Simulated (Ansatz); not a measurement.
Relaxed InP (zinc blende):

```
CELL_PARAMETERS angstrom
      0.00000     5.90731     5.90731
      2.95366     2.95366     5.90731
      2.95366     2.95366     0.00000
ATOMIC_POSITIONS crystal
  P  0.00000 0.75000 0.75000
  P  0.50000 0.75000 0.75000
  In 0.00000 0.00000 0.00000
  In 0.50000 0.00000 0.00000
```

A phonon eigenvector at X = (0.5, 0.5, 0.0) is frozen into this cell: atom i moves by Q times the vector below, so Q is the largest atomic displacement, in Å. The cell is held. It is one choice among 2 degenerate patterns. (q is in reciprocal vectors of the primitive cell; the cell shown is doubled to hold the pattern.)

```csv
atom,x,y,z
P1,0.000,-1.000,0.000
P2,0.000,1.000,0.000
In3,0.198,0.000,0.000
In4,-0.198,0.000,0.000
```

Computed with r2SCAN (plane waves to 500 eV, PAW, scalar-relativistic; Ansatz, a program for electronic structure). k mesh 10×10×10 (Γ-centred), Fermi-Dirac smearing 0.05 eV. E stands for the smeared free energy. Stress and pressure are positive under compression. InP was relaxed with its symmetry unable to fall. The PAW data are Ansatz's earlier set. ΔE is measured from the undisplaced structure.

```tsv
Q (Å)	ΔE (meV/cell)	P (GPa)	−dE/dQ from forces (eV/Å)
-0.280	1009	3.55	7.189
-0.233	701	2.48	6.001
-0.187	449	1.59	4.805
-0.140	252	0.90	3.606
-0.093	112	0.41	2.404
-0.047	28	0.11	1.202
0.000	0	0.01	0.000
0.047	28	0.11	-1.202
0.093	112	0.41	-2.404
0.140	252	0.90	-3.606
0.187	449	1.59	-4.805
0.233	701	2.48	-6.001
0.280	1009	3.55	-7.189
```

Summary:

The energy at Q = 0.280 Å comes out as 1009 meV/cell. Space group of the distorted cell: C222_1 (No. 20), lowered from F-43m. Symmetry of the curve: even: the same for both signs. Shape of the curve: a single well with its minimum at or next to zero displacement. Harmonic wavenumber from the curvature (finite differences): 314 cm⁻¹. Wavenumber by perturbation theory (DFPT, on another k mesh): 314 cm⁻¹.

(For displaced atoms, the force is minus the slope of the energy, and its curvature is a force constant, which sets phonon frequencies.)
